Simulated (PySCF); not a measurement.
PySCF single point, B3LYP/def2-SVP, density fitting, COSMO implicit isobutanol (electrostatics alone), on tert-butylarsine, C4H11As (SMILES CC(C)(C)[AsH2]), charge 0, multiplicity 1.

```python
from pyscf import gto, scf, dft
mol = gto.M(atom='''
C      0.391045     0.017586     1.032509
C     -0.284214     0.002462    -0.333026
C     -1.140847    -1.253252    -0.472691
C     -1.161030     1.242138    -0.490127
As     1.071264     0.002362    -1.829997
H     -0.353293     0.015760     1.829997
H      1.009361     0.908669     1.146187
H      1.026022    -0.860174     1.157593
H     -1.630705    -1.275626    -1.447979
H     -1.911908    -1.286762     0.297578
H     -0.523444    -2.148224    -0.378800
H     -1.647744     1.245165    -1.467254
H     -0.558817     2.148224    -0.404642
H     -1.935243     1.271676     0.277065
H      1.933315     1.059606    -1.196465
H      1.935243    -1.051339    -1.192986
''', basis='def2-SVP', charge=0, spin=0, verbose=3)
mf = dft.RKS(mol, xc='B3LYP')
mf = mf.density_fit()
mf = mf.PCM()
mf.with_solvent.method = 'COSMO'
mf.with_solvent.eps = 17.93
mf.max_cycle = 100
e = mf.kernel()
print('converged', mf.converged)
print('E_total', e)
print('nao', mol.nao)
print('HOMO', mf.mo_energy[mf.mo_occ > 0].max())
mf.dip_moment()
```

The program's output:

```

WARN: PCM is an experimental feature. It is still in testing.
Features and APIs may be changed in the future.

converged SCF energy = -2394.56927080897
converged True
E_total -2394.569270808971
nao 143
HOMO -0.24908622882401632
Dipole moment(X, Y, Z, Debye): -0.56579,  0.00157,  1.14215
```

The total energy is -65159.55 eV, -0.04 eV from the same level's vacuum run.
